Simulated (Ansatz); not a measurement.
Consider the following.

Be:
```
CELL_PARAMETERS angstrom
      0.00000     2.43773     2.43773
      2.43773     0.00000     2.43773
      2.43773     2.43773     0.00000
ATOMIC_POSITIONS crystal
  Be 0.00000 0.00000 0.00000
  Be 0.25000 0.25000 0.25000
```

This is the PBEsol-relaxed structure.

Q: All from DFT-PBEsol in the program Ansatz with PAW potentials, unless another level is named. Estimate the bulk modulus (Birch–Murnaghan fit).

A: 454 kbar.

Q: Predict the highest zone-centre frequency.

A: 522 cm⁻¹.

Space group Fd-3m (diamond). The start of the workflow was typed in or built on a structure type; neither database checked (COD, Materials Project) lists it. It is not the phase usual at ambient conditions (space group No. 194). The cell was relaxed with PBEsol under the symmetry of its start. At this level the phase is mechanically unstable. As this level gives no gap, phonon frequencies hold no LO–TO term and depend on the k-mesh and smearing (Fermi–Dirac, 0.1 eV here).

Potentials: the later of the program's two PAW sets.
